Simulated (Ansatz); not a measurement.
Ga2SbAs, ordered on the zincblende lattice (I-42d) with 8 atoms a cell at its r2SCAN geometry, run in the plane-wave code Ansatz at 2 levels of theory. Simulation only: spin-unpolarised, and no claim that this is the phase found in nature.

The r2SCAN input:
```yaml
crystal:
  lattice:
    - [-2.9523697447, 2.9523697447, 5.8827502483]
    - [2.9523697447, -2.9523697447, 5.8827502483]
    - [2.9523697447, 2.9523697447, -5.8827502483]
  atoms:
    - { symbol: As, position: [0.0, 0.0, 0.0] }
    - { symbol: Ga, position: [0.625, 0.6496538607, 0.5246538607] }
    - { symbol: As, position: [0.25, 0.75, 0.5] }
    - { symbol: Ga, position: [0.8996538607, 0.375, 0.0246538607] }
    - { symbol: Sb, position: [0.5, 0.5, 0.0] }
    - { symbol: Ga, position: [0.125, 0.1003461393, 0.4753461393] }
    - { symbol: Sb, position: [0.75, 0.25, 0.5] }
    - { symbol: Ga, position: [0.3503461393, 0.875, -0.0246538607] }
kpoints:
  mp_grid: { grid: [6, 6, 6] }
  band_path:
    path:
      - [0.0, 0.0, 0.0]
      - [0.0, 0.0, 0.5]
      - [0.25, 0.25, 0.25]
      - [0.0, 0.5, 0.0]
      - [0.5, 0.5, -0.5]
      - [0.3129681131, 0.6870318869, -0.3129681131]
      - [-0.3129681131, 0.3129681131, 0.3129681131]
      - [-0.1259362261, 0.1259362261, 0.5]
      - [0.5, 0.5, -0.1259362261]
    npoints: 1
hamiltonian:
  xc: r2scan
scf:
  occupations: { method: fixed }
  n_extra_bands: 6
output:
  forces: true
  stress: true
  eigenvalues: true
```

Main results, then, where recorded, the levels near the gap in eV from the Fermi energy (columns number the bands from 0), one row a point of the path (Γ, X, P, N, M, S, S₀, R, G):
```
Crystal: 8 atoms, lattice volume = 205.108 Å³
Symmetry: 8 space group operations
Space group: I-42d (ITA 122)
```
```
Basis set: ecut = 500 eV, 5181 PW (Γ)
k-points: 30 of 216 (time reversal used)
SCF converged after 8 iterations
Free energy (F): -37891.102866 eV
Fermi energy:    7.693222 eV
--- Forces (eV/Å), atoms counted from 1 ---
  atom   1  As      0.00000      0.00000      0.00000
  atom   2  Ga    -0.00041      0.00000      0.00000
  atom   3  As      0.00000      0.00000      0.00000
  atom   4  Ga      0.00000    -0.00041      0.00000
  atom   5  Sb      0.00000      0.00000      0.00000
  atom   6  Ga      0.00041      0.00000      0.00000
  atom   7  Sb      0.00000      0.00000      0.00000
  atom   8  Ga      0.00000      0.00041      0.00000
--- Stress (GPa, compression-positive) ---
       -0.009805       0.000000       0.000000
        0.000000      -0.009805       0.000000
        0.000000       0.000000      -0.005967
  P = ⅓ Tr σ = -0.0085 GPa (-0.085 kbar)
```
```tsv
band_51	band_52	band_53	band_54	band_55	band_56	band_57	band_58
-2.664	-2.664	-0.046	-0.046	0.000	0.602	1.444	1.569
-1.494	-1.204	-1.204	-0.974	-0.974	0.933	0.933	2.629
-2.235	-1.234	-1.234	-1.210	-1.210	1.898	1.898	2.144
-2.447	-2.427	-2.124	-1.575	-1.057	2.818	2.854	3.052
-2.637	-1.768	-1.768	-1.619	-1.619	1.504	1.504	1.548
-2.944	-2.213	-2.095	-1.160	-1.062	1.542	2.605	2.799
-2.944	-2.213	-2.095	-1.160	-1.062	1.542	2.605	2.799
-1.935	-1.337	-1.337	-1.284	-1.284	1.372	1.372	3.310
-1.935	-1.337	-1.337	-1.284	-1.284	1.372	1.372	3.310
```

The r2SCAN gap is direct at Γ: 0.60 eV.

Question: In the first input these blocks are replaced (the band path and keys that only write files left aside):
```yaml
kpoints:
  mp_grid: { grid: [4, 4, 4] }
hamiltonian:
  xc: pbe0
```
What comes out?

Answer:
```
Basis set: ecut = 420 eV, 3987 PW (Γ)
k-points: 13 of 64 (time reversal used)
hybrid outer 1: dexx = +6.682e-2 eV, tail = 3.34e-4 eV
hybrid outer 2: dexx = +1.634e-5 eV, tail = 2.43e-7 eV, Δε = 4.54e-3 eV, ΔF = 3.22e-3 eV/Å
hybrid outer 3: dexx = +7.973e-9 eV, tail = 1.73e-9 eV, Δε = 9.86e-5 eV, ΔF = 5.53e-6 eV/Å
hybrid SCF converged: 3 outer / 17 inner (+6 warm-up)
Free energy (F): -37826.861871 eV
Fermi energy:    7.240762 eV
--- Forces (eV/Å), atoms counted from 1 ---
  atom   1  As      0.00000      0.00000      0.00000
  atom   2  Ga    -0.02896      0.00000      0.00000
  atom   3  As      0.00000      0.00000      0.00000
  atom   4  Ga      0.00000    -0.02896      0.00000
  atom   5  Sb      0.00000      0.00000      0.00000
  atom   6  Ga      0.02896      0.00000      0.00000
  atom   7  Sb      0.00000      0.00000      0.00000
  atom   8  Ga      0.00000      0.02896      0.00000
--- Stress (GPa, compression-positive) ---
        0.095693       0.000000       0.000000
        0.000000       0.095693       0.000000
        0.000000       0.000000       0.084334
  P = ⅓ Tr σ = 0.0919 GPa (0.919 kbar)
```
```tsv
band_51	band_52	band_53	band_54	band_55	band_56	band_57	band_58
-2.846	-2.846	-0.043	-0.043	0.000	1.520	2.390	2.457
-1.598	-1.276	-1.276	-1.023	-1.023	1.859	1.859	3.669
-2.372	-1.308	-1.308	-1.280	-1.280	2.878	2.878	3.147
-2.623	-2.589	-2.264	-1.682	-1.109	3.896	3.898	4.114
-2.816	-1.887	-1.887	-1.718	-1.718	2.445	2.445	2.449
-3.163	-2.365	-2.233	-1.228	-1.120	2.473	3.625	3.876
-3.163	-2.365	-2.233	-1.228	-1.120	2.473	3.625	3.876
-2.064	-1.394	-1.394	-1.351	-1.351	2.297	2.297	4.429
-2.064	-1.394	-1.394	-1.351	-1.351	2.297	2.297	4.429
```
The PBE0 gap is direct at Γ: 1.52 eV. The mean stress, +0.1 GPa, is small, and the program warns that its thresholds are loose for a hybrid's stress.

Small level splittings and stresses of the hybrids carry the error of their coarser meshes.

Totals of different functionals can't be compared.

No spin-orbit coupling is included; it can move band edges with weight on the heavy atoms by tenths of an eV.
